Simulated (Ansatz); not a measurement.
Here is the system:

Li2SiS3:
```xyz
12
Lattice="5.8120 -3.3802 0.0000 5.8120 3.3802 0.0000 0.0000 0.0000 5.9762" Properties=species:S:1:pos:R:3 pbc="T T T"
Li     3.8896    -1.0413     5.9210
Li     7.7343     1.0413     2.9329
Li     7.7343    -1.0413     5.9210
Li     3.8896     1.0413     2.9329
Si     5.8120     2.2725     0.0167
Si     5.8120    -2.2725     3.0048
S      4.0510    -1.3080     3.5255
S      7.5730     1.3080     0.5374
S      7.5730    -1.3080     3.5255
S      4.0510     1.3080     0.5374
S      5.8120     2.4369     3.7712
S      5.8120    -2.4369     0.7831
```

This is the r²SCAN-relaxed structure. Cartesian axes are those of the cell as given.

Q: All from r²SCAN in the plane-wave PAW code Ansatz, unless another level is named. Predict the electron effective mass.

A: 0.48, 0.63, 0.75 mₑ (principal values).

Q: What about the formation energy from the elements (no fitted shifts)?

A: -1207 meV/atom.

Q: Predict the HSE06 gap on the r²SCAN cell.

A: 4.13 eV.

Q: And the band gap?

A: 3.46 eV (indirect).

Q: Give the conduction-band minimum.

A: off the standard path, at k = (0.349, -0.349, 0.328) in fractions of the reciprocal vectors.

Space group Cmc2_1. The workflow started from a Materials Project entry (that database holds measured and hypothetical structures alike); the Crystallography Open Database copy checked does not list it. Whether it is the stable phase at ambient conditions was not checked. Symmetry was held in the r²SCAN relaxation; whether a distortion lowers the energy is not shown. The references are the lowest solids computed at this level, not always the standard phases.

Potentials: the later of the program's two PAW sets.
